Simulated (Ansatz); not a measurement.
The cell that was disturbed is our relaxation of an entry of Materials Project.

A structure of MgF₂ relaxed with PBEsol (plane waves to 420 eV, PAW, scalar-relativistic; Ansatz, a first-principles code); single points at other levels follow on the same geometry (Ansatz, PAW; HSE06 at 420 eV on a 6×6×6 k-mesh; no spin-orbit coupling). Space group Imma (No. 74).

```
MgF2
1.0
   -1.93787     3.18151     4.44439
    1.93787    -3.18151     4.44439
    1.93787     3.18151    -4.44439
Mg F
2 4
Direct
  0.36104   0.61104   0.75000
  0.63896   0.38896   0.25000
  0.58735   0.83735   0.75000
  0.41265   0.16265   0.25000
  0.00000   0.50000   0.50000
  0.50000   0.50000   0.00000
```

| level | gap (eV) | kind | conduction minimum |
|---|---|---|---|
| PBEsol | 6.53 | indirect | Γ |
| HSE06 | [?] | – | [?] |

### Question
Fill in the missing entries.

### Answer

- HSE06, gap (eV): 8.57
- HSE06, conduction minimum: Γ

HSE06 gaps come from a coarse mesh plus a few chosen points, so they may be too large. No spin polarisation in the result.

The run could not lose the symmetry of its start.

It was reached from a disturbed copy of a Imma (No. 74) cell, against which it lies under 1 meV/atom.
